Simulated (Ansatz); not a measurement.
# ZnPtC6N6: a ladder of calculations

Cell of run 1: a COD entry, taken as it stands.

Space group Fm-3m (No. 225); a = 10.5104 Å.

| site | Wyckoff | site symmetry | x | y | z |
| --- | --- | --- | --- | --- | --- |
| Zn | 4b | m-3m | 0.5000 | 0.5000 | 0.5000 |
| Pt | 4a | m-3m | 0.0000 | 0.0000 | 0.0000 |
| C | 24e | 4m.m | 0.5000 | 0.5000 | 0.1930 |
| N | 24e | 4m.m | 0.5000 | 0.5000 | 0.2969 |

One atom of each set is listed; the run and its k-mesh use a cell of 14 atoms with edges of 7.43, 7.43, 7.43 Å.

Relaxed positions (PBE, cell held):

Zn (0.5000, 0.5000, 0.5000)
Pt (0.0000, 0.0000, 0.0000)
C (0.5000, 0.5000, 0.1903)
N (0.5000, 0.5000, 0.3003)

All runs are DFT with Ansatz 0.2.0 (plane waves and PAW, scalar-relativistic unless spin–orbit coupling is named, Γ-centred meshes, Fermi–Dirac smearing where given) in this cell.

Run 1: PBE, atoms as given; 420 eV, 6×6×6 k-points, smearing 0.05 eV.
Run 2: PBE, atoms relaxed; 420 eV, 6×6×6 k-points, smearing 0.05 eV.
Run 3: r2SCAN, at the relaxed atoms; 500 eV, 6×6×6 k-points, smearing 0.05 eV.
Run 4: PBE with spin–orbit coupling, at the relaxed atoms; 420 eV, 6×6×6 k-points, smearing 0.05 eV.

| run | C V_zz (η) | N V_zz (η) |
| --- | --- | --- |
| 1 | -4.00 (0.00) | -7.06 (0.00) |
| 2 | -3.78 (0.00) | -5.83 (0.00) |
| 3 | ? | ? |
| 4 | -3.79 (0.00) | -5.84 (0.00) |

V_zz in 10²¹ V/m²; 2 of the 4 sets of like atoms are followed.

**Question.** Estimate the row of run 3.

**Answer.** C: -4.14 (0.00); N: -6.10 (0.00). It lies nearest to run 4, from whose tensors on these sites it differs by 0.35 at most (largest principal value of the difference, on C). Taken one at a time, the positions of the atoms (as given or relaxed) move the tensors on these sites by up to 1.23 (largest principal value of the change, on N), the functional (r2SCAN with its higher cutoff) by 0.35 (C), spin–orbit coupling by 0.01.

The database entry as given showed forces above 3 eV/Å or a pressure above 30 GPa, though relaxing it moves no atom far. In runs 1, 3 the atoms aren't at the calculated equilibrium (largest force 9.7, 0.81 eV/Å). The cell isn't the equilibrium one in run 1 (calculated pressure 11 GPa), and the entry's cell may itself be off.
